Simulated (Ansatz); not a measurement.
The calculation used DFT PBE, scalar-relativistic, plane waves, PAW in Ansatz 0.2.0. All cells share a 420 eV cutoff and Γ-centred k meshes spaced at most about 0.3 Å⁻¹ (about 0.25 or finer for metals, 2π included). Collinear spin in cells that started with moments and kept them past the coarse steps, no spin elsewhere.

Temperature and zero-point effects are left out. All come from trial cells, and lower structures may exist.

Problem. Order these relaxed structures of WSe4 by energy, lowest first, with the energy over the lowest of them.
A.

```xyz
5
Lattice="4.9067 0.0000 0.0000 0.0000 4.9067 0.0000 0.0000 0.0000 4.9067" Properties=species:S:1:pos:R:3 pbc="T T T"
W     0.0000    0.0000    0.0000
Se    2.4533    0.0000    0.0000
Se    0.0000    2.4533    0.0000
Se    0.0000    0.0000    2.4533
Se    2.4533    2.4533    2.4533
```

B.

```xyz
5
Lattice="5.4602 0.0000 0.0000 0.0000 5.4602 0.0000 0.0000 0.0000 5.4602" Properties=species:S:1:pos:R:3 pbc="T T T"
W     0.0000    0.0000    0.0000
Se    1.3385    1.3385    1.3385
Se    4.1217    4.1217    1.3385
Se    1.3385    4.1217    4.1217
Se    4.1217    1.3385    4.1217
```

C.

```xyz
5
Lattice="-3.5222 3.5222 3.5222 3.5222 -3.5222 3.5222 3.5222 3.5222 -3.5222" Properties=species:S:1:pos:R:3 pbc="T T T"
W     0.0000    0.0000    0.0000
Se    2.1761   -2.1761    2.1761
Se    1.3462    1.3462    1.3462
Se    2.1761    2.1761   -2.1761
Se   -2.1761    2.1761    2.1761
```

D.

```xyz
5
Lattice="-3.0683 3.0683 3.0683 3.0683 -3.0683 3.0683 3.0683 3.0683 -3.0683" Properties=species:S:1:pos:R:3 pbc="T T T"
W     0.0000    0.0000    0.0000
Se    1.5342    1.5342    1.5342
Se    1.5342    1.5342   -1.5342
Se    1.5342   -1.5342    1.5342
Se   -1.5342    1.5342    1.5342
```

Solution. B (0 meV/atom), C (19 meV/atom), A (297 meV/atom), D (438 meV/atom). Forms: B P-43m, no spin; C I-43m, no spin; A Pm-3m, no spin; D Im-3m, moments up to 0.8 μB. Counting Se atoms around W (those within 1.25 times the shortest such distance or 1.15 times the sum of covalent radii): B has W 4; C has W 4; A has W 6; D has W 8. Even the lowest lies +0.15 eV/atom against the elements.

Weakly bound directions are ill-defined at this level, which has no dispersion term (P-43m, I-43m), and this can change margins and order among such cells. Spin–orbit coupling, which can matter for W, is left out. A magnetic state wasn't ruled out in cells without spin, among them P-43m. The magnetic state reached may not be the lowest. Cells relaxed within their symmetry can be saddle points. Some candidate types were left out of the draw beforehand, so a known form may be missing.
